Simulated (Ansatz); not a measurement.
MgGaNO:
```xyz
4
Lattice="3.2320 0.0000 0.0000 -1.6160 2.7990 0.0000 0.0000 0.0000 5.1589" Properties=species:S:1:pos:R:3 pbc="T T T"
Ga     0.0000     1.8660     2.6137
Mg     1.6160     0.9330     0.0480
O      0.0000     1.8660     0.6649
N      1.6160     0.9330     3.1219
```

Relaxed with r²SCAN.

Task: Give the Bader charges and basin volumes of the independent atoms, r²SCAN in the plane-wave PAW code Ansatz.

Result: 

| atom | Bader charge (e) | Bader volume (Å³) |
|---|---|---|
| Ga1 | +1.68 | 9.4 |
| Mg2 | +1.72 | 5.0 |
| O3 | -1.62 | 16.2 |
| N4 | -1.79 | 16.0 |

Space group P3m1. The start of the workflow was typed in or built on a structure type; neither database checked (COD, Materials Project) lists it. Whether it is the stable phase at ambient conditions was not checked. The cell was relaxed with r²SCAN under the symmetry of its start; its stability against distortions is not shown here. The volume moved by -18 % from the start of the relaxation.

Potentials: the earlier of the program's two PAW sets. The files were generated under PBE; for other functionals the program regenerates the frozen cores, and for LDA and PBEsol the local potential too.
